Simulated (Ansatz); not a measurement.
Input for Ansatz (plane-wave DFT, PAW):

```yaml
crystal:
  lattice:
    - [-2.0344534434, 2.0344534434, 7.3619382353]
    - [2.0344534434, -2.0344534434, 7.3619382353]
    - [2.0344534434, 2.0344534434, -7.3619382353]
  atoms:
    - { symbol: "Y", position: [0.0, 0.0, 0.0] }
    - { symbol: Al, position: [0.7466969394, 0.7466969394, 0.0] }
    - { symbol: Al, position: [0.2533030606, 0.2533030606, 0.0] }
    - { symbol: Pd, position: [0.5, 0.5, 0.0] }
    - { symbol: Pd, position: [0.8552359079, 0.3552359079, 0.5] }
    - { symbol: Pd, position: [0.3552359079, 0.8552359079, 0.5] }
    - { symbol: Pd, position: [0.1447640921, 0.6447640921, 0.5] }
    - { symbol: Pd, position: [0.6447640921, 0.1447640921, 0.5] }
basis:
  ecutwfc: 500
kpoints:
  mp_grid: { grid: [12, 12, 12] }
hamiltonian:
  xc: r2scan
scf:
  occupations: { method: gaussian, width: 0.1 }
output:
  forces: true
  stress: true
  eigenvalues: true
relax:
  adjacent_minimum: "off"
  f_tol: 0.01
  max_steps: 30
  cell: { stress_tol: 0.1, fix: [volume] }
```

Run as
```bash
ansatz run input.yaml --threads 2 --pin off --max-ram 5120MiB --backend cpu --events-out ev --progress --plain --runs-dir out
```

Computed with DFT r2SCAN, scalar-relativistic, plane waves, PAW in Ansatz 0.2.0.

From the run's log, abridged (final results; tables in files aren't shown):

```
SCF 5 converged in 3 iterations: F = -39876.934425 eV  dr2 = 2.81e-10
SCF converged after 3 iterations
Free energy (F): -39876.934425 eV
Harris-Foulkes:  -39876.934425 eV  (|F-HF|=8.00e-11)
Internal energy: -39876.926217 eV  (E = F + TS)
E sigma→0 (E₀):  -39876.930321 eV
Entropy (-TS):   -0.008209 eV (-1.026 meV/atom)
Fermi energy:    17.206929 eV
--- Per-component energies (eV) ---
  E_band       = -1045.277886
  E_kinetic    = 2944.522431
  E_local      = -11472.965479  (includes V_loc(G=0)·N_el)
  E_nonlocal   = 1150.806702
  E_hartree    = 4745.014583
  E_xc         = -1052.544240
  E_vxc        = -1464.943951  (∫ρ·V_xc dr)
  E_paw        = -22648.443957  (= ΣΔE_a)
  E_vpaw       = -1796.245089  (= ΣTr[D̂ρ^β])
  E_aug_tail   = 0.000535  (compensation charges beyond the density's cutoff)
  E_vtau       = 103.517921  (kinetic-family band-sum trace: ∫τ·v_τ [+ j·A + Jᵃ·Aᵃ] dr)
  E_ewald      = -13540.782189
  E_core_change = -2.534602  (= ΣΔE_core)
  E_smearing   = -0.008209  (= −TS)
--- Forces (eV/Å), atoms counted from 1 ---
  atom   1  Y      0.00000000     0.00000000     0.00000000
  atom   2  Al     0.00000000     0.00000000     0.00631080
  atom   3  Al     0.00000000     0.00000000    -0.00631080
  atom   4  Pd     0.00000000     0.00000000     0.00000000
  atom   5  Pd     0.00000000     0.00000000     0.00056231
  atom   6  Pd     0.00000000     0.00000000     0.00056231
  atom   7  Pd     0.00000000     0.00000000    -0.00056231
  atom   8  Pd     0.00000000     0.00000000    -0.00056231
--- Stress (GPa, compression-positive) ---
        4.837277       0.000000       0.000000
        0.000000       4.837277       0.000000
        0.000000       0.000000       4.840947
  P = ⅓ Tr σ = 4.8385 GPa (48.385 kbar)
--- Band table (eV; the first three rows and the last of 163) ---
  k-point 0: bands = ["-70.1654", "-70.1634", "-70.1433", "-70.1415", "-69.5790", "-35.1213", "-35.1213", "-35.1194", "-35.1194", "-35.1130", "-35.0817", "-35.0811", "-35.0501", "-34.9805", "-34.9805", "-34.9769", "-34.9769", "-34.5443", "-34.5443", "-34.3755", "-26.5291", "-5.9729", "-5.9158", "-5.9158", "7.0835", "10.7607", "11.0184", "11.2513", "11.3788", "11.3788", "11.7297", "11.8734", "12.3060", "12.3179", "12.3349", "13.2219", "13.2219", "13.2724", "13.7332", "13.9562", "13.9562", "14.0091", "14.0091", "14.6330", "14.6330", "14.9843", "14.9925", "15.0630", "15.1448", "15.6609", "16.0853", "16.1037", "18.0199", "18.0199", "20.1823", "20.3827", "20.4698", "20.4698", "20.6062", "20.7265" ...
  k-point 1: bands = ["-70.1646", "-70.1626", "-70.1440", "-70.1422", "-69.5790", "-35.1228", "-35.1208", "-35.1121", "-35.1119", "-35.1100", "-35.0821", "-35.0804", "-35.0513", "-34.9901", "-34.9868", "-34.9793", "-34.9758", "-34.5444", "-34.5443", "-34.3754", "-26.5280", "-5.9716", "-5.9280", "-5.9219", "7.2137", "10.8599", "10.9199", "11.3501", "11.4447", "11.5690", "11.8111", "11.9474", "12.3420", "12.3756", "12.4313", "13.0990", "13.1667", "13.3024", "13.7176", "13.9002", "13.9853", "14.0134", "14.0671", "14.5381", "14.5654", "14.9805", "14.9965", "15.0488", "15.0820", "15.5708", "15.8410", "15.9319", "17.7563", "17.8729", "19.5707", "19.7409", "20.5837", "20.7205", "20.8583", "21.0476" ...
  k-point 2: bands = ["-70.1626", "-70.1606", "-70.1460", "-70.1442", "-69.5790", "-35.1271", "-35.1246", "-35.1097", "-35.0868", "-35.0844", "-35.0843", "-35.0771", "-35.0545", "-35.0163", "-35.0137", "-34.9758", "-34.9725", "-34.5448", "-34.5443", "-34.3751", "-26.5255", "-5.9679", "-5.9568", "-5.9386", "7.5902", "10.6540", "11.2599", "11.5932", "11.6363", "11.9462", "11.9798", "12.1055", "12.3519", "12.6134", "12.7007", "12.7422", "13.0160", "13.5281", "13.7462", "13.8892", "13.9737", "14.0238", "14.1394", "14.3053", "14.4332", "14.7614", "14.7821", "14.9109", "15.0114", "15.2722", "15.6250", "15.6950", "17.2794", "17.6054", "18.6299", "19.0162", "20.3295", "20.6862", "20.7377", "21.4573" ...
  k-point 162: bands = ["-70.1653", "-70.1635", "-70.1433", "-70.1415", "-69.5790", "-35.1225", "-35.1225", "-35.1182", "-35.1182", "-35.1156", "-35.0816", "-35.0788", "-35.0496", "-34.9792", "-34.9792", "-34.9782", "-34.9782", "-34.5443", "-34.5443", "-34.3757", "-26.5291", "-5.9734", "-5.9158", "-5.9158", "7.2424", "10.1300", "10.7607", "11.5692", "11.6159", "11.6159", "11.9401", "11.9578", "12.0502", "12.0864", "12.1371", "12.4620", "12.4620", "13.7815", "13.8175", "13.8175", "14.3205", "14.5341", "14.5341", "14.9849", "15.0163", "15.0877", "15.1355", "15.1628", "15.1628", "16.0848", "16.1043", "16.9235", "17.6154", "17.6154", "17.7808", "19.7509", "19.7509", "19.8791", "20.7677", "20.890 ...
--- Relaxed structure (4 steps of the walk, 4 accepted, 1 SCFs on fresh bases) ---
  F+E_penalty+E_count = -39876.93442514 eV   max|allowed force component| = 6.311e-3 eV/Å   (the final SCF, on the basis selected at the relaxed cell)
  cell:  # Å, volume = 121.8843 Å³
    - [-2.03511947, 2.03511947, 7.35712034]
    - [2.03511947, -2.03511947, 7.35712034]
    - [2.03511947, 2.03511947, -7.35712034]
  atoms:
    - { symbol: Y, position: [0.0, 0.0, 0.0] }
    - { symbol: Al, position: [0.74685041, 0.74685041, 0.0] }
    - { symbol: Al, position: [0.25314958, 0.25314958, 0.0] }
    - { symbol: Pd, position: [0.49999999, 0.49999999, 0.0] }
    - { symbol: Pd, position: [0.85590068, 0.35590068, 0.5] }
    - { symbol: Pd, position: [0.35590068, 0.85590068, 0.5] }
    - { symbol: Pd, position: [0.14409931, 0.64409931, 0.5] }
    - { symbol: Pd, position: [0.64409931, 0.14409931, 0.5] }
```

The relaxation met its thresholds.

Time: 7.3 min on 2 threads of Arm Neoverse V1 (shared host), peak memory 1.4 GiB.